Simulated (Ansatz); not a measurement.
Ti$_{4}$AlN$_{3}$ (space group P6_3/mmc)

```cif
data_Al2N6Ti8
_chemical_formula_sum 'Ti8 Al2 N6'
_space_group_name_H-M_alt 'P63/mmc'
_space_group_IT_number 194
_space_group_name_Hall '-P 6c 2c'
_cell_length_a 2.96257
_cell_length_b 2.96257
_cell_length_c 23.26386
_cell_angle_alpha 90.000
_cell_angle_beta 90.000
_cell_angle_gamma 120.000
loop_
_atom_site_label
_atom_site_type_symbol
_atom_site_symmetry_multiplicity
_atom_site_Wyckoff_symbol
_atom_site_fract_x
_atom_site_fract_y
_atom_site_fract_z
_atom_site_occupancy
Ti1 Ti 4 f 0.33333 0.66667 0.05373 1
Ti2 Ti 4 e 0.00000 0.00000 0.15396 1
Al1 Al 2 c 0.33333 0.66667 0.25000 1
N1 N 4 f 0.66667 0.33333 0.10544 1
N2 N 2 a 0.00000 0.00000 0.00000 1
```

E(V) scan at fixed shape, V₀ the volume above. The atoms relax within the cell's symmetry.

Level of theory: PBEsol (plane waves to 420 eV, PAW, scalar-relativistic; Ansatz, a program for electronic structure). k mesh 14×14×2 (Γ-centred), Fermi-Dirac smearing 0.05 eV. The energy includes the smearing's −TS. Stress and pressure are positive under compression. At this level the bands of Ti4AlN3 touch or barely overlap. Ti4AlN3 is run without spin polarisation. Ti4AlN3 was relaxed with its symmetry unable to fall. ΔE is measured from the relaxed starting cell.

```tsv
V (Å³/cell)	P (GPa)	ΔE (meV/atom)
159.14	28.0	[?]
162.68	21.2	54
166.22	[?]	[?]
169.75	[?]	13
173.29	4.5	3
176.83	0.0	0
180.36	-4.0	3
183.90	-7.6	11
187.44	-10.8	24
190.97	-13.7	41
194.51	-16.2	61
```

Task: Some entries are withheld; supply them.

Result: 
- 159.14, ΔE (meV/atom): 88
- 166.22, P (GPa): 15.0
- 166.22, ΔE (meV/atom): 29
- 169.75, P (GPa): 9.4

(Under strain, the slope of the energy per volume gives the stress and its curvature an elastic modulus.)
